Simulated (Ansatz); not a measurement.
# Mg: stiffness from a series of strains

```xyz
2
Lattice="3.2093 0.0000 0.0000 -1.6046 2.7793 0.0000 0.0000 0.0000 5.2103" Properties=species:S:1:pos:R:3 pbc="T T T"
Mg    0.0000    1.8529    1.3026
Mg    1.6046    0.9264    3.9077
```

Atoms are numbered in the order listed.

The cell is COD entry 9008506, as deposited and not checked against the literature; nothing was relaxed.

The calculation used Ansatz 0.2.0, DFT, LDA, all-electron LAPW, scalar-relativistic.

Numerical set-up: a Γ-centred 12×12×7 k mesh, Fermi–Dirac smearing of 0.05 eV, basis error target 1 meV/atom, no spin polarisation.

The strain is applied along the Cartesian axes of the cell as listed (the other components stay zero). Fractional coordinates are held (clamped ions).

σ is the change of stress from the unstrained cell, which is at -2.49 GPa; tension is positive, so slopes are stress–strain coefficients at that pressure. In a metal the k mesh adds noise.

Only quantities that a quadratic follows smoothly over the whole series are listed; rougher ones are left out.

```csv
εxx = εyy,σzz (GPa),σxx (GPa)
-0.0200,-0.39,-1.77
-0.0100,-0.19,-0.83
0.0000,0.00,0.00
0.0200,0.44,1.36
```

Question: Fit the series and read off the stiffness at zero strain.

Answer: Least-squares fits y = p0 + p1 x + p2 x² to the rows give σzz (GPa): p1 = 20.7, p2 = 52; σxx (GPa): p1 = 78.2, p2 = -520. So C13 + C23 = 21 GPa and C11 + C12 = 78 GPa, for these axes.

Question: One run, at εxx = εyy = 0.0100, is withheld. Predict its row.

Answer: The fits give 0.22, 0.73; the run gave 0.23, 0.72.
